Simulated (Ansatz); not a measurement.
A: AlRu (CsCl type), a = b = c = 3.0037 Å, α = β = γ = 90.00°
B: Ir (fcc, Cu type), a = b = c = 3.871 Å, α = β = γ = 90.00°
C: Rh (fcc, Cu type), a = b = c = 3.830 Å, α = β = γ = 90.00°

Scan: energy against volume (even scaling of the relaxed cell, symmetry kept). All come from one method, each on a k mesh of its own. AlRu is run without spin polarisation. All were relaxed with their symmetry unable to fall. Ir is run without spin polarisation. Rh is run without spin polarisation. Spin-orbit coupling is left out.

### Question
Put the candidates in order of bulk modulus (fitted), highest first, for PBE (plane waves to 420 eV, PAW, scalar-relativistic; Ansatz, a program for electronic structure).

### Answer
B (346 GPa), C (256 GPa), A (203 GPa)

(Under strain, the slope of the energy per volume gives the stress and its curvature an elastic modulus.)
